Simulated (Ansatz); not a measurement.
ZrTiB$_{4}$:
```xyz
6
Lattice="3.1009 0.0000 0.0000 0.0000 3.4094 0.0000 0.0000 0.0000 5.3685" Properties=species:S:1:pos:R:3 pbc="T T T"
Ti     0.0000     0.0000     0.0000
B      1.5504     1.7047     0.8654
B      0.0000     1.7047     1.7498
Zr     1.5504     0.0000     2.6842
B      0.0000     1.7047     3.6187
B      1.5504     1.7047     4.5031
```

Relaxed with r²SCAN.

### Question
Give the Bader charges and basin volumes of the independent atoms, r²SCAN in the plane-wave PAW code Ansatz.

### Answer


```csv
atom,Bader charge (e),Bader volume (Å³)
Ti1,+1.52,8.9
B2,-0.74,9.1
B3,-0.84,9.2
Zr4,+1.66,11.3
```

Space group Pmmm. The start of the workflow was typed in or built on a structure type; neither database checked (COD, Materials Project) lists it. Its standing as an ambient phase is unchecked. Symmetry was held in the r²SCAN relaxation; whether a distortion lowers the energy is not shown. No spin polarisation was allowed.

Potentials: the earlier of the program's two PAW sets.
